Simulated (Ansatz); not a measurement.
## Na4ScNbSi3O12: field gradients at two levels of theory

Cell: a Materials Project structure (computed, not necessarily an observed phase).

Space group R3c:H (No. 161); a = 9.2167, c = 22.4420 Å, γ = 120.00°.

| site | Wyckoff | site symmetry | x | y | z |
| --- | --- | --- | --- | --- | --- |
| Na1 | 18b | 1 | 0.3048 | 0.3460 | 0.5803 |
| Na7 | 6a | 3. | 0.0000 | 0.0000 | 0.4949 |
| Sc | 6a | 3. | 0.0000 | 0.0000 | 0.3515 |
| Nb | 6a | 3. | 0.0000 | 0.0000 | 0.6467 |
| Si | 18b | 1 | 0.9593 | 0.3317 | 0.5851 |
| O19 | 18b | 1 | 0.2081 | 0.0267 | 0.3101 |
| O25 | 18b | 1 | 0.8033 | 0.9701 | 0.6927 |
| O31 | 18b | 1 | 0.0123 | 0.8255 | 0.4126 |
| O37 | 18b | 1 | 0.9675 | 0.1549 | 0.5880 |

One atom of each set is listed; the run and its k-mesh use a cell of 42 atoms with edges of 9.18, 9.18, 9.18 Å.

First run. Level of theory: DFT, PBE, plane waves and PAW, scalar-relativistic, 420 eV cutoff, Γ-centred 3×3×3 k-points, Fermi–Dirac smearing 0.02 eV (Ansatz 0.2.0).

| site | V_zz (10²¹ V/m²) | η |
| --- | --- | --- |
| Na1 | -0.97 | 0.39 |
| Na7 | -1.08 | 0.00 |
| Sc | 2.46 | 0.00 |
| Nb | 1.17 | 0.00 |
| Si | 2.80 | 0.73 |
| O19 | 4.60 | 0.28 |
| O25 | 5.75 | 0.06 |
| O31 | 5.32 | 0.36 |
| O37 | 5.87 | 0.04 |

Second run. The same atoms and settings, except that the functional is r2SCAN and the cutoff is 500 eV.

Question: Given the first result, estimate the second.

Answer: 

```tsv
site	V_zz	η	change of V_zz
Na1	-1.01	0.32	-0.04
Na7	-1.09	0.00	-0.01
Sc	2.44	0.00	-0.02
Nb	1.11	0.00	-0.06
Si	2.85	0.73	+0.05
O19	4.39	0.31	-0.21
O25	5.76	0.06	+0.01
O31	5.27	0.38	-0.05
O37	5.89	0.04	+0.02
```

The largest change of V_zz is on O19, from 4.60 to 4.39. In per cent, |V_zz| changes by +1 to +4 on Na, -1 on Sc, -5 on Nb, +2 on Si, -4 to 0 on O (all sites that start above 0.5).

Without spin–orbit coupling (the program notes it for Nb) the gradients are little affected as a rule: paired runs on crystals with a gap mostly move them by under 2 % at such atoms.
For the first run: The largest force is 0.5 eV/Å, so the atoms aren't at the calculated equilibrium and relaxing them would move these values.
For the second run: At this cell the r2SCAN pressure is -6 GPa, so with r2SCAN the cell would shrink if it were relaxed. The entry's cell may itself be off. The largest force is 0.6 eV/Å, so the atoms aren't at the calculated equilibrium and relaxing them would move these values.
